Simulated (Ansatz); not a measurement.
Every step of a relaxation of La (simple hexagonal type)

DFT, PBEsol, PAW with Ansatz's default frozen-core files, scalar-relativistic (Ansatz 0.2.0); a Γ-centred 14×14×13 k mesh, Fermi–Dirac smearing of 0.08 eV, no spin polarisation. The run relaxes cell and atoms at a target pressure of 17 GPa.

Command: `ansatz run input.yaml --threads 1 --pin off --max-ram 3584MiB --backend cpu --events-out ev --progress --plain --runs-dir out` It took 9.5 s on 1 thread of Intel(R) Xeon(R) 6975P-C (Granite Rapids), on a shared host, peak memory 0.4 GiB.

```yaml
crystal:
  lattice:
    - [3.1119695921, 0.0, 0.0]
    - [-1.5559847961, 2.6950447226, 0.0]
    - [0.0, 0.0, 2.9252514166]
  atoms:
    - { symbol: La, position: [0.0, 0.0, 0.0] }
kpoints:
  mp_grid: { grid: [14, 14, 13] }
scf:
  occupations: { method: fermi_dirac, width: 0.08 }
hamiltonian:
  xc: pbesol
  pseudopotentials: { kind: paw }
output:
  forces: true
  stress: true
  eigenvalues: true
relax:
  f_tol: 0.005
  max_steps: 40
  cell: { p_target: 17.0, stress_tol: 0.03 }
```

Each step lists its enthalpy F + pV a cell above the last geometry, the pressure, the cell vectors (Å), and Cartesian positions (Å) with forces (eV/Å).

The first step:

```
step 1  dH = 11.62 meV  P = 14.44 GPa
  cell 3.1120 0.0000 0.0000  -1.5560 2.6950 0.0000  0.0000 0.0000 2.9253
  La 0.0000 0.0000 0.0000   0.0000 0.0000 0.0000
```

Spin–orbit coupling is left out, which matters for the heavy atoms. The PAW files were made under PBE.

The symmetry of the start is kept and no stability test is made, so the end need not be the stable phase.

Question: Where does the relaxation end, and by which steps?

Answer: After 5 geometries, with conventional a, b, c = 3.106, 3.106, 2.849 Å, at 23.796 Å³/atom (-3.01 % against the start) in space group P6/mmm, with a shortest distance of 2.849 Å. The further steps:
```
step 2  dH = 6.03 meV  P = 19.85 GPa
  cell 3.0788 0.0000 0.0000  -1.5394 2.6663 0.0000  0.0000 0.0000 2.8156
  La 0.0000 0.0000 0.0000   0.0000 0.0000 0.0000
step 3  dH = 0.23 meV  P = 16.79 GPa
  cell 3.1027 0.0000 0.0000  -1.5514 2.6870 0.0000  0.0000 0.0000 2.8593
  La 0.0000 0.0000 0.0000   0.0000 0.0000 0.0000
step 4  dH = 0.03 meV  P = 16.96 GPa
  cell 3.1079 0.0000 0.0000  -1.5540 2.6915 0.0000  0.0000 0.0000 2.8463
  La 0.0000 0.0000 0.0000   0.0000 0.0000 0.0000
step 5  dH = 0.00 meV  P = 16.99 GPa
  cell 3.1055 0.0000 0.0000  -1.5528 2.6895 0.0000  0.0000 0.0000 2.8491
  La 0.0000 0.0000 0.0000   0.0000 0.0000 0.0000
step 6  dH = 0.04 meV  P = 17.00 GPa  (same geometry on a basis chosen anew; earlier energies don't compare to the last digit)
  cell 3.1055 0.0000 0.0000  -1.5528 2.6895 0.0000  0.0000 0.0000 2.8491
  La 0.0000 0.0000 0.0000   0.0000 0.0000 0.0000
```
